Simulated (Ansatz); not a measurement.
Here is the system:

Nb9PO25:
```
Nb9PO25
1.0
   11.06862     1.91653     0.00000
  -11.06862     1.91653     0.00000
  -11.06794     0.00000    11.06950
Nb P O
9 1 25
Direct
  0.33281   0.67422   0.71589
  0.67422   0.33281   0.28411
  0.10822   0.88146   0.94265
  0.88146   0.10822   0.05735
  0.04205   0.04205   0.50000
  0.10183   0.88363   0.39100
  0.88363   0.10183   0.60900
  0.22355   0.78722   0.82727
  0.78722   0.22355   0.17273
  0.24921   0.24921   0.00000
  0.14530   0.83454   0.30013
  0.83454   0.14530   0.69987
  0.36382   0.65324   0.01067
  0.65324   0.36382   0.98933
  0.28946   0.72858   0.76972
  0.72858   0.28946   0.23028
  0.99976   0.97833   0.79110
  0.97833   0.99976   0.20890
  0.41751   0.51858   0.88442
  0.51858   0.41751   0.11558
  0.09541   0.96533   0.01449
  0.96533   0.09541   0.98551
  0.37793   0.60329   0.63908
  0.60329   0.37793   0.36092
  0.25621   0.75978   0.13555
  0.75978   0.25621   0.86445
  0.20158   0.76143   0.54471
  0.76143   0.20158   0.45529
  0.19196   0.84113   0.89551
  0.84113   0.19196   0.10449
  0.05425   0.94875   0.43675
  0.94875   0.05425   0.56325
  0.12136   0.88924   0.66882
  0.88924   0.12136   0.33118
  0.51210   0.51210   0.50000
```

This is the r²SCAN-relaxed structure. Cartesian axes are those of the cell as given.

All from the program Ansatz at the r²SCAN level (PAW), unless another level is named. Give the band gap.

2.71 eV (indirect).

Give the formation energy from the elements (no fitted shifts).

-2.83 eV/atom.

What about the smallest direct gap on the standard path?

2.88 eV.

Give the valence-band maximum.

at D (k = 0.250, 0.250, -0.500 in fractions of the reciprocal vectors).

Space group C2. The first step of the workflow began from a Materials Project structure, measured or hypothetical; the Crystallography Open Database copy checked does not list it. COD files the formula under space group No. 82. Its standing as an ambient phase is unchecked. The cell was relaxed with r²SCAN under the symmetry of its start; its stability against distortions is not shown here. No spin polarisation was allowed. The references are the lowest solids computed at this level, not always the standard phases (solids in place of the gases). Spin–orbit coupling is left out wherever it is not named.

Potentials: the later of the program's two PAW sets.
